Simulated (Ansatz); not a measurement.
MoRu:
Space group P4/mmm (No. 123); a = 2.745 Å, b = 2.745 Å, c = 3.806 Å, α = 90.00°, β = 90.00°, γ = 90.00°

```tsv
atom	site	symmetry	x	y	z
Ru	1a	4/mmm	0.0000	0.0000	0.0000
Mo	1d	4/mmm	0.5000	0.5000	0.5000
```

Relaxed with PBEsol.

Problem. Decompose the optical modes at the zone centre into irreducible representations, and say which are infrared and Raman allowed.

Solution. Point group 4/mmm: Γ_opt = A2u + Eu. Infrared: A2u, Eu. Raman: none.

Problem. Assign frequencies (DFPT, plane-wave PAW PBEsol (Ansatz code)).

Solution. Eu 153, A2u 215 cm⁻¹.

The start of the workflow was typed in or built on a structure type; neither database checked (COD, Materials Project) lists it. Whether it is the stable phase at ambient conditions was not checked. The cell was relaxed with PBEsol under the symmetry of its start; whether a distortion lowers the energy is not shown. The run is not spin-polarised. As this level gives no gap, phonon frequencies hold no LO–TO term and depend on the k-mesh and smearing (Fermi–Dirac, 0.1 eV here). Axis ratios of metals converge slowly with the k-mesh, so a and c are less sure than the volume.

Potentials: the later of the program's two PAW sets.
